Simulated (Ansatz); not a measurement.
Cu$_{2}$Sb in space group P4/nmm (No. 129; Cu on 2a, Cu on 2c, Sb on 2c), the program Ansatz at the PBEsol level (PAW), all energies at zero smearing, with the estimated change up to a 700 eV cutoff added, with one set of potentials and settings (totals compare only within such a set). Cell of 6 atoms (4 Cu, 2 Sb): -39171.244 eV.

| element | reference phase | E (eV/atom) |
|---|---|---|
| Cu | Fm-3m, 1 atoms in the cell | -6588.7768 |
| Sb | R-3m, 2 atoms in the cell | -6408.0873 |

Formation energy per atom, worked out: (-39171.244 − 4×(-6588.7768) − 2×(-6408.0873))/6 = 0.006 eV/atom (1 kJ per mol of atoms), at 0 K, without zero-point energy or fitted corrections.

The first step of the workflow began from a Materials Project structure, measured or hypothetical; the Crystallography Open Database files this formula in space group No. 129, but the cells were not matched. Whether it is the stable phase at ambient conditions was not checked. The cell was relaxed with PBEsol under the symmetry of its start; its stability against distortions is not shown here. The run is not spin-polarised. The references are the lowest solids computed at this level, not always the standard phases. Scalar-relativistic: spin–orbit coupling is off unless named, which matters more the heavier the elements.

Potentials: the later of the program's two PAW sets.
